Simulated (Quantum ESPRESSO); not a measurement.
## NAlSi6 (input and log of a self-consistent run)

Computed values, not a measurement. The program is pw.x of Quantum ESPRESSO 7.5 (plane-wave density functional theory). The cell is made up: 8 atoms on a zincblende/diamond lattice, with randomly drawn elements, strain and displacements, not relaxed. PseudoDojo standard norm-conserving files (v0.5 for PBE, v0.4.1 for LDA and PBEsol) set the functional; there is no spin polarisation, spin-orbit coupling or dispersion term, and the masses in the input are unused placeholders.

Input:

```
&control calculation='scf', pseudo_dir='./dojo.nc.sr.pbe.v0_5.standard.upf', outdir='./o', disk_io='low', tprnfor=.true., tstress=.true. /
&system ibrav=0, nat=8, ntyp=3, nbnd=26, ecutwfc=84.00895049, nosym=.true., tot_charge=0,
 occupations='smearing', smearing='fd', degauss=0.0073498644
/
&electrons conv_thr=7.350e-09, electron_maxstep=60, /
ATOMIC_SPECIES
Al 1.0 Al.upf
N 1.0 N.upf
Si 1.0 Si.upf
CELL_PARAMETERS angstrom
5.5732 0.0343 0.0325
0.0343 5.5842 0.0313
0.0325 0.0313 5.5597
ATOMIC_POSITIONS angstrom
N -0.0241 -0.0824 0.0199
Al 0.0612 2.7662 2.8058
Si 2.7911 0.0558 2.8041
Si 2.8181 2.8215 0.0562
Si 1.4247 1.3886 1.4189
Si 1.4279 4.2331 4.2208
Si 4.2037 1.4474 4.2032
Si 4.2241 4.225 1.4209
K_POINTS automatic
6 6 6 1 1 1
```

The log is shortened where brackets say so; the opening notice, blank lines, dates and the lines on written files are dropped, and the path of the files is cut. It prints rydbergs, bohrs and kilobars, and counts compression as positive stress.

```
     Program PWSCF v.7.5
     Parallel version (MPI & OpenMP), running on       4 processor cores
     Number of MPI processes:                 4
     Threads/MPI process:                     1
     [start-up lines left out]
     bravais-lattice index     =            0
     lattice parameter (alat)  =      10.5322  a.u.
     unit-cell volume          =    1167.5320 (a.u.)^3
     number of atoms/cell      =            8
     number of atomic types    =            3
     number of electrons       =        32.00
     number of Kohn-Sham states=           26
     kinetic-energy cutoff     =      84.0090  Ry
     charge density cutoff     =     336.0358  Ry
     scf convergence threshold =      7.3E-09
     mixing beta               =       0.7000
     number of iterations used =            8  plain     mixing
     Exchange-correlation= PBE
                           (   1   4   3   4   0   0   0)
     [axes and pseudopotential details left out]
   Cartesian axes
     site n.     atom                  positions (alat units)
         1        N      tau(   1) = (  -0.0043241  -0.0147845   0.0035705  )
         2        Al     tau(   2) = (   0.0109807   0.4963218   0.5034270  )
         3        Si     tau(   3) = (   0.5007894   0.0100118   0.5031219  )
         4        Si     tau(   4) = (   0.5056339   0.5062439   0.0100836  )
         5        Si     tau(   5) = (   0.2556249   0.2491477   0.2545843  )
         6        Si     tau(   6) = (   0.2561991   0.7595184   0.7573115  )
         7        Si     tau(   7) = (   0.7542433   0.2596978   0.7541536  )
         8        Si     tau(   8) = (   0.7579036   0.7580651   0.2549431  )
     number of k points=   108  Fermi-Dirac smearing, width (Ry)=  0.0073
     Number of k-points >= 100: set verbosity='high' to print them.
     Dense  grid:   121407 G-vectors     FFT dimensions: (  64,  64,  64)
     Estimated max dynamical RAM per process >     304.25 MB
     Estimated total dynamical RAM >       1.10 GB
     Initial potential from superposition of free atoms
     starting charge      31.9939, renormalised to      32.0000
     Starting wfcs are   32 randomized atomic wfcs
     total cpu time spent up to now is        5.5 secs
     per-process dynamical memory:   256.4 Mb
     Self-consistent Calculation
     iteration #  1     ecut=    84.01 Ry     beta= 0.70
     Davidson diagonalization with overlap
     ethr =  1.00E-02,  avg # of iterations =  3.7
     total cpu time spent up to now is       18.1 secs
     total energy              =     -75.66191753 Ry
     estimated scf accuracy    <       0.47413032 Ry
     iteration #  2     ecut=    84.01 Ry     beta= 0.70
     Davidson diagonalization with overlap
     ethr =  1.48E-03,  avg # of iterations =  4.2
     total cpu time spent up to now is       29.2 secs
     total energy              =     -75.45011280 Ry
     estimated scf accuracy    <       2.87815656 Ry
     iteration #  3     ecut=    84.01 Ry     beta= 0.70
     Davidson diagonalization with overlap
     ethr =  1.48E-03,  avg # of iterations =  2.8
     total cpu time spent up to now is       39.1 secs
     total energy              =     -75.85460385 Ry
     estimated scf accuracy    <       0.05578990 Ry
     iteration #  4     ecut=    84.01 Ry     beta= 0.70
     Davidson diagonalization with overlap
     ethr =  1.74E-04,  avg # of iterations =  5.5
     total cpu time spent up to now is       50.1 secs
     total energy              =     -75.86575199 Ry
     estimated scf accuracy    <       0.00557827 Ry
     iteration #  5     ecut=    84.01 Ry     beta= 0.70
     Davidson diagonalization with overlap
     ethr =  1.74E-05,  avg # of iterations =  7.6
     total cpu time spent up to now is       63.4 secs
     total energy              =     -75.86656473 Ry
     estimated scf accuracy    <       0.00099082 Ry
     iteration #  6     ecut=    84.01 Ry     beta= 0.70
     Davidson diagonalization with overlap
     ethr =  3.10E-06,  avg # of iterations =  6.1
     total cpu time spent up to now is       75.4 secs
     total energy              =     -75.86674691 Ry
     estimated scf accuracy    <       0.00022796 Ry
     iteration #  7     ecut=    84.01 Ry     beta= 0.70
     Davidson diagonalization with overlap
     ethr =  7.12E-07,  avg # of iterations =  1.6
     total cpu time spent up to now is       83.9 secs
     total energy              =     -75.86678525 Ry
     estimated scf accuracy    <       0.00000361 Ry
     iteration #  8     ecut=    84.01 Ry     beta= 0.70
     Davidson diagonalization with overlap
     ethr =  1.13E-08,  avg # of iterations =  4.0
     total cpu time spent up to now is       95.5 secs
     total energy              =     -75.86678784 Ry
     estimated scf accuracy    <       0.00000132 Ry
     iteration #  9     ecut=    84.01 Ry     beta= 0.70
     Davidson diagonalization with overlap
     ethr =  4.14E-09,  avg # of iterations =  2.0
     total cpu time spent up to now is      104.6 secs
     total energy              =     -75.86678805 Ry
     estimated scf accuracy    <       0.00000015 Ry
     iteration # 10     ecut=    84.01 Ry     beta= 0.70
     Davidson diagonalization with overlap
     ethr =  4.67E-10,  avg # of iterations =  2.0
     total cpu time spent up to now is      113.9 secs
     total energy              =     -75.86678808 Ry
     estimated scf accuracy    <       0.00000001 Ry
     iteration # 11     ecut=    84.01 Ry     beta= 0.70
     Davidson diagonalization with overlap
     ethr =  4.51E-11,  avg # of iterations =  2.7
     total cpu time spent up to now is      123.8 secs
     End of self-consistent calculation
     Number of k-points >= 100: set verbosity='high' to print the bands.
     the Fermi energy is     4.3854 ev
!    total energy              =     -75.86678808 Ry
     estimated scf accuracy    <          2.6E-09 Ry
     smearing contrib. (-TS)   =      -0.00568624 Ry
     internal energy E=F+TS    =     -75.86110184 Ry
     The total energy is F=E-TS. E is the sum of the following terms:
     one-electron contribution =       5.34183601 Ry
     hartree contribution      =      10.55466139 Ry
     xc contribution           =     -25.92754177 Ry
     ewald contribution        =     -65.83005745 Ry
     convergence has been achieved in  11 iterations
     Forces acting on atoms (cartesian axes, Ry/au):
     atom    1 type  2   force =    -0.00201247   -0.00326432   -0.00472408
     atom    2 type  1   force =    -0.00412910    0.01692803    0.00188237
     atom    3 type  3   force =     0.00978343   -0.01125925    0.00624355
     atom    4 type  3   force =    -0.00604592   -0.00334878   -0.00410168
     atom    5 type  3   force =    -0.01512979   -0.02878301   -0.04338318
     atom    6 type  3   force =    -0.02496796    0.03216563    0.03909187
     atom    7 type  3   force =     0.01258746   -0.04175873    0.03722455
     atom    8 type  3   force =     0.02991435    0.03932044   -0.03223340
     Total force =     0.116464     Total SCF correction =     0.000056
     Computing stress (Cartesian axis) and pressure
          total   stress  (Ry/bohr**3)                   (kbar)     P=      -77.05
  -0.00050082  -0.00004021   0.00000603          -73.67       -5.91        0.89
  -0.00004021  -0.00054203  -0.00002150           -5.91      -79.74       -3.16
   0.00000603  -0.00002150  -0.00052851            0.89       -3.16      -77.75
     init_run     :      5.27s CPU      5.46s WALL (       1 calls)
     electrons    :    118.03s CPU    118.32s WALL (       1 calls)
     forces       :      1.67s CPU      1.68s WALL (       1 calls)
     stress       :      5.93s CPU      5.93s WALL (       1 calls)
     [timing details left out]
     PWSCF        :   2m10.96s CPU   2m11.53s WALL
     JOB DONE.
```

In other units: free energy -1032.220 eV for the cell, pressure -7.71 GPa, largest force component 1.115 eV/Å. A rerun of a related cell, with the same atoms placed differently, at 1437 eV and a 8 x 8 x 8 mesh moved values by no more than 0.002 eV in energy, 0.03 GPa in stress and 0.012 eV/Å in force.